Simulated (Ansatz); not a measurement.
HgTe (zinc blende)

```yaml
crystal:
  lattice:
    - [0.00000, 3.25489, 3.25489]
    - [3.25489, 0.00000, 3.25489]
    - [3.25489, 3.25489, 0.00000]
  atoms:
    - { symbol: Te, position: [0.75000, 0.75000, 0.75000] }
    - { symbol: Hg, position: [0.00000, 0.00000, 0.00000] }
```

Scan: atom 1 (Te, nearest neighbour Hg at 2.819 Å; its periodic images, 4.6 Å or more away, move with it) is displaced along Cartesian [110], direction (0.707, 0.707, 0.000) in Cartesian axes, by s. The other atoms stay.

Method: PBEsol (plane waves to 420 eV, PAW, scalar-relativistic; Ansatz, a quantum-chemistry and plane-wave program). k mesh 7×7×7 (Γ-centred), Fermi-Dirac smearing 0.05 eV. E stands for the smeared free energy. With partly filled bands, energies and forces of such displacements shift with the k mesh and the smearing. At this level the bands of HgTe touch or barely overlap. HgTe was relaxed with its symmetry unable to fall. Spin-orbit coupling is left out, though Hg and Te are heavy. ΔE is measured from the undisplaced structure.

The scan covers s from -0.850 to 0.850 Å in 11 points.

Problem. Is this a single well or a double well?

Solution. A single well with its minimum at or next to zero displacement.

Problem. Is the energy the same for equal positive and negative displacements?

Solution. Even: the same for both signs. With its periodic images moving along, the atom's site symmetry in this cell is -43m.

Problem. What is the energy change at s = 0.850 Å?

Solution. 2191 meV/cell.

Problem. What force acts on the atom along the line at s = -0.850 Å?

Solution. 7.19 eV/Å.

Problem. What is the force constant k = d²E/ds² of this move at s = 0?

Solution. 3.42 eV/Å².

(For displaced atoms, the force is minus the slope of the energy, and its curvature is a force constant, which sets phonon frequencies.)
